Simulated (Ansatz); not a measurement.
In DFT-r²SCAN in the program Ansatz with PAW potentials, AlSiGeN in the trigonal phase (R3m; Al on 3a, N on 3a, Ge on 3a, Si on 3a) relaxes to a = 3.553 Å, c = 18.211 Å. Si has 4 nearest neighbours from 2.39 Å (tetrahedral). Against the elements it lies at 0.37 eV/atom, with no fitted shifts.

Electronic character: metallic (no gap).

An equation-of-state fit gives a bulk modulus of 75.9 GPa. Bader charges are Al +2.05, N -1.64, Ge +0.93, Si -1.33 e.

The start of the workflow was typed in or built on a structure type; neither database checked (COD, Materials Project) lists it. Whether it is the stable phase at ambient conditions was not checked. Symmetry was held in the r²SCAN relaxation; its stability against distortions is not shown here. Its formation energy is positive at this level, so the cell may be metastable or incomplete. The references are the lowest solids computed at this level, not always the standard phases (solids in place of the gases). Spin–orbit coupling is left out wherever it is not named.

Potentials: the earlier of the program's two PAW sets.
